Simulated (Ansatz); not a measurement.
A sound run on NiBi (P63/mmc), no spin polarisation (Ansatz, DFT, PBEsol, PAW with Ansatz's default frozen-core files, scalar-relativistic):

```yaml
crystal:
  lattice:
    - [4.1179380196, 0.0, 0.0]
    - [-2.0589690098, 3.5662389362, 0.0]
    - [0.0, 0.0, 5.24380966]
  atoms:
    - { symbol: Ni, position: [0.0, 0.0, 0.5] }
    - { symbol: Ni, position: [0.0, 0.0, 0.0] }
    - { symbol: Bi, position: [0.3333333333, 0.6666666667, 0.25] }
    - { symbol: Bi, position: [0.6666666667, 0.3333333333, 0.75] }
kpoints:
  mp_grid: { grid: [10, 10, 7] }
scf:
  occupations: { method: fermi_dirac, width: 0.05 }
  lower_state_search: "off"
hamiltonian:
  xc: pbesol
  pseudopotentials: { kind: paw }
output:
  forces: true
  stress: true
  eigenvalues: true
```

It converged in 8 iterations. The run has no spin polarisation. Pressure -2.12 GPa.

The input is then changed, output keys apart:

```diff
-    - { symbol: Ni, position: [0.0, 0.0, 0.5] }
+    - { symbol: NIx, position: [0.0, 0.0, 0.5] }
+  max_iter: 75
```

Problem. What does the program do with it?

Solution. The program refused the input. The fault put in on purpose is an unknown element; the log may name another complaint first.
```
Error: YAML parse error: error: line 7 column 17: `NIx` is not an element symbol (H … Og, case-exact)
 --> <input>:7:17
  |
5 |     - [0.0, 0.0, 5.24380966]
6 |   atoms:
7 |     - { symbol: NIx, position: [0.0, 0.0, 0.5] }
  |                 ^ `NIx` is not an element symbol (H … Og, case-exact)
8 |     - { symbol: Ni, position: [0.0, 0.0, 0.0] }
9 |     - { symbol: Bi, position: [0.3333333333, 0.6666666667, 0.25] }
  |
```
